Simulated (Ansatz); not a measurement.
## Mg (P6_3/mmc): elasticity against pressure

```yaml
crystal:
  lattice:
    - [3.17806, 0.00000, 0.00000]
    - [-1.58903, 2.75228, 0.00000]
    - [0.00000, 0.00000, 5.14881]
  atoms:
    - { symbol: Mg, position: [0.33333, 0.66667, 0.25000] }
    - { symbol: Mg, position: [0.66667, 0.33333, 0.75000] }
```

This is the zero-pressure cell. At each pressure cell and atoms are relaxed in this structure, and the constants are slopes of the stress at strains of ±0.005 with relaxed ions (the coefficients that govern stability under load). Level: PBEsol, PAW on Ansatz 0.2.0's default frozen-core files (fitted under PBE), scalar-relativistic; k mesh 18×18×10, strains of ±0.005, Fermi-Dirac smearing of 0.080 eV, cutoff 420 eV. P is the pressure of the relaxed cell, less that of this one.

```
P (GPa)    V/V₀  C11 (GPa)  C12 (GPa)  C13 (GPa)  C33 (GPa)  C44 (GPa)
   0.00  1.0000       65.5       25.0       22.0       66.8       16.2
   0.99  0.9750       71.7       28.0       24.5       73.5       17.8
   2.00  0.9525       77.8       31.0       26.9       80.2       19.3
   3.98       ?          ?          ?          ?          ?          ?
   6.99  0.8679      105.7       45.8       37.9      111.9       26.2
   9.96  0.8307      121.0       54.6       44.1      130.0       29.8
  14.99  0.7808      145.2       69.5       54.2      159.4       35.3
```

Q: Does the bulk modulus from the constants agree with the pressure-volume curve?

A: A third-order Birch-Murnaghan fit to the volumes shown (F against f, f = [(V₀/V)^(2/3) − 1]/2) gives B₀ = 37.4 GPa and B′ = 3.9. Its −V dP/dV stands beside the Reuss value 1/ΣS_ij (i, j ≤ 3):

```
P (GPa)  from P(V)  from the constants
   0.00       37.4                37.3
   0.99       41.2                41.2
   2.00       45.0                45.1
   6.99       62.9                63.0
   9.96       73.2                73.1
  14.99       89.9                89.5
```

Q: What are the pressure derivatives at zero pressure?

A: Slopes at V₀ of quadratic fits in −ln(V/V₀) through the first four rows shown, divided by B₀: dC11/dP = 6.4, dC12/dP = 3.0, dC13/dP = 2.5, dC33/dP = 6.8, dC44/dP = 1.6. The mean slopes up to 2.0 GPa are 6.2, 3.0, 2.4, 6.7, 1.6; curvature and scatter of the constants part the two.

Q: Fill the row at 3.98 GPa.

A: Cubic fits in −ln(V/V₀) through all rows shown give C11 = 89.3, C12 = 36.9, C13 = 31.5, C33 = 93.0, C44 = 22.2 GPa. Computed: V/V₀ = 0.9145, C11 (GPa) = 89.3, C12 (GPa) = 36.9, C13 (GPa) = 31.4, C33 (GPa) = 93.0, C44 (GPa) = 22.1.

Q: Does a shear stiffness soften?

A: C44 goes from 16.2 to 35.3 GPa; (C11 − C12)/2 goes from 20.2 to 37.9 GPa. Neither ends more than 3 % under its start, and the lattice stays mechanically stable over this range.

Known limits: no other phase was computed; many crystals of this kind change structure within this range, and rows or crossings beyond such a change describe a metastable lattice; frozen-core PAW files fitted under PBE, their cores solved anew for the functional of the run; responses of metals move with mesh and smearing; elastic stability says nothing of phonons or of other phases; phonons weren't checked at these pressures.
